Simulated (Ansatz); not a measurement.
## Ta, a database entry at a rescaled volume

```yaml
crystal:
  lattice:
    - [-1.66755, 1.66755, 1.66755]
    - [1.66755, -1.66755, 1.66755]
    - [1.66755, 1.66755, -1.66755]
  atoms:
    - { symbol: Ta, position: [0.00000, 0.00000, 0.00000] }
```

Level: PBE, no spin polarisation; 420 eV; 14×14×14 Γ-centred mesh; fermi-dirac occupations (width 0.1 eV); Ansatz 0.2.0, fixed geometry.

Problem. What does the stress say?

Solution. The pressure is -2.7 GPa (compression positive), so with the atoms held at these fractions the cell would first shrink.

Problem. Metal or insulator?

Solution. It is a metal, with about 1.6 states/eV a cell as the mean within 0.25 eV of the Fermi level, mostly Ta d (84 %).

Problem. Describe some of the short contacts.

Solution. Ta–Ta at 2.89 Å: least valence density 0.29 e/Å³ and ELF 0.31 there. Both are smooth PAW fields, read partly inside the augmentation spheres.

Origin: a database entry at a rescaled volume. Caveats: many states at the Fermi level without spin polarisation, so a magnetic state may lie lower.
